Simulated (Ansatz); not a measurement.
**Ionic part of the dielectric constant of Cd4Se3S, mode by mode**

All numbers below come from DFT PBE, scalar-relativistic, plane waves, PAW in Ansatz. Cutoff 420 eV, 6×6×6 k-points (Γ-centred), fixed occupations. No spin polarisation. Phonons by linear response, acoustic sum rule imposed.

Space group P-43m (No. 215), cubic, a = 6.128 Å. Around Cd lie 1 S at 2.59 Å and 3 Se at 2.68 Å; Se is surrounded by 4 Cd at 2.68 Å; S is surrounded by 4 Cd at 2.59 Å.

It was reached by relaxing an invented guess, and it needn't be the stable form of this composition. The run warned that its linear response isn't converged on this k mesh, so dielectric tensors, Born charges and infrared intensities are rough, and the frequencies may be too.

The primitive cell has V = 230.11 Å³ and ε∞,zz = 7.549. Each polar mode adds Δε = (4.92064×10⁷/V)·S/ν² along z, with S its oscillator strength in e²/amu, ν in cm⁻¹ and V in Å³.

Q: From these modes, find each Δε and ε0,zz.
| ν (cm⁻¹) | S_zz (e²/amu) |
| --- | --- |
| 158.33 | 0.4009 |
| 238.18 | 0.1704 |

A:
```tsv
ν (cm⁻¹)	Δε
158.33	3.42
238.18	0.64
```

The sum is 4.06, so ε0,zz = 11.61; the run's tensor has 11.61.

Q: Where do the longitudinal modes lie for a wave vector along z?

A: At 185.49, 252.14 cm⁻¹. The Lyddane–Sachs–Teller product Π(ν_LO/ν_TO)² = 1.54 agrees with ε0/ε∞ = 1.54.
